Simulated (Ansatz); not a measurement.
SbI3:
```
CELL_PARAMETERS angstrom
      3.64134     2.10233     6.62706
     -3.64134     2.10233     6.62706
      0.00000    -4.20466     6.62706
ATOMIC_POSITIONS crystal
  Sb 0.16686 0.16686 0.16686
  Sb 0.83314 0.83314 0.83314
  I  0.41455 0.07613 0.74400
  I  0.58545 0.92387 0.25600
  I  0.07613 0.74400 0.41455
  I  0.92387 0.25600 0.58545
  I  0.74400 0.41455 0.07613
  I  0.25600 0.58545 0.92387
```

Relaxed with LDA. Independent-particle spectrum: no excitons, no local fields, no scissors shift; 0.1 eV broadening; ε₁ of the summed bands alone.

Task: Tabulate the dielectric function from plane-wave PAW LDA (Ansatz code).

Result: 

```
E (eV)  ε₁ xx  ε₂ xx  ε₁ zz  ε₂ zz
------  -----  -----  -----  -----
0.0     10.81   0.00  10.51   0.00
0.5     11.08   0.00  10.74   0.00
1.0     12.02   0.00  11.53   0.00
1.5     14.38   0.00  13.40   0.00
2.0     25.22   3.99  18.94   3.19
2.5     10.33  16.04  17.80  15.35
3.0      5.10  16.81  10.44  18.17
3.5      0.09  16.20   0.33  23.20
4.0     -4.94  11.08  -7.44  12.57
4.5     -4.73   4.25  -5.99   4.48
5.0     -1.73   2.38  -3.09   2.58
5.5      0.61   1.39  -0.92   1.20
6.0      2.12   2.25   1.25   0.98
6.5      2.10   4.09   3.44   2.59
7.0      1.84   4.34   2.37   4.08
7.5      1.76   5.07   1.90   5.71
8.0      0.39   5.66   0.20   5.18
8.5     -1.29   4.83  -0.94   6.19
9.0     -1.30   3.74  -2.01   3.85
9.5     -1.47   3.45  -1.50   3.23
10.0    -1.51   2.69  -1.54   2.73
10.5    -1.44   2.31  -1.55   2.35
11.0    -1.44   1.80  -1.58   1.73
11.5    -1.20   1.50  -1.33   1.42
12.0    -1.03   1.24  -1.03   1.12
```

Task: From ε at 3.8 eV (xx: -3.76 + 13.45i), find n, k, the normal reflectivity and the absorption coefficient.

Result: n = 2.26, k = 2.976, R = 54 %, α = 2kE/ħc = 1100000 cm⁻¹.

With all bands, ε∞ without local fields is 10.9 (xx = yy), 10.6 (zz).

Space group R-3. The workflow started from a Materials Project entry (that database holds measured and hypothetical structures alike); the Crystallography Open Database files this formula in space group No. 148, but the cells were not matched. Whether it is the stable phase at ambient conditions was not checked. Symmetry was held in the LDA relaxation; its stability against distortions is not shown here. A crystal of weakly bound layers computed without a dispersion correction: the cell and the soft elastic constants depend strongly on that. Spin–orbit coupling is left out wherever it is not named.

Potentials: the later of the program's two PAW sets.
